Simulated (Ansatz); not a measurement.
Starting cell, LiH (rock salt):

```
CELL_PARAMETERS angstrom
      0.00000     4.00712     4.00712
      2.00356     2.00356     4.00712
      2.00356     2.00356     0.00000
ATOMIC_POSITIONS crystal
  H  0.00000 0.00000 0.00000
  H  0.50000 0.00000 0.00000
  Li 0.00000 0.50000 0.50000
  Li 0.50000 0.50000 0.50000
```

A phonon eigenvector at X = (0.5, 0.5, 0.0) is frozen into this cell: atom i moves by Q times the vector below, so Q is the largest atomic displacement, in Å. The cell is held. It is one choice among 2 degenerate patterns. (q is in reciprocal vectors of the primitive cell; the cell shown is doubled to hold the pattern.)

```tsv
atom	x	y	z
H1	0.000	1.000	0.000
H2	0.000	-1.000	0.000
Li3	0.000	0.027	0.000
Li4	0.000	-0.027	0.000
```

These are PBE (plane waves to 420 eV, PAW, scalar-relativistic; Ansatz, a quantum-chemistry and plane-wave program) values and carry that method's errors. k mesh 14×14×14 (Γ-centred), Fermi-Dirac smearing 0.05 eV. Energies are smeared free energies. LiH was relaxed with its symmetry unable to fall. The zero of ΔE is the undisplaced structure.

Question: Predict the ΔE (meV/cell) at Q (Å) = -0.180, -0.090, -0.030, 0.030, 0.090.

Answer: 
```json
[
 {"Q (Å)": "-0.180", "ΔE (meV/cell)": "85.7"},
 {"Q (Å)": "-0.090", "ΔE (meV/cell)": "20.6"},
 {"Q (Å)": "-0.030", "ΔE (meV/cell)": "2.3"},
 {"Q (Å)": "0.030", "ΔE (meV/cell)": "2.3"},
 {"Q (Å)": "0.090", "ΔE (meV/cell)": "20.6"}
]
```

(For displaced atoms, the force is minus the slope of the energy, and its curvature is a force constant, which sets phonon frequencies.)
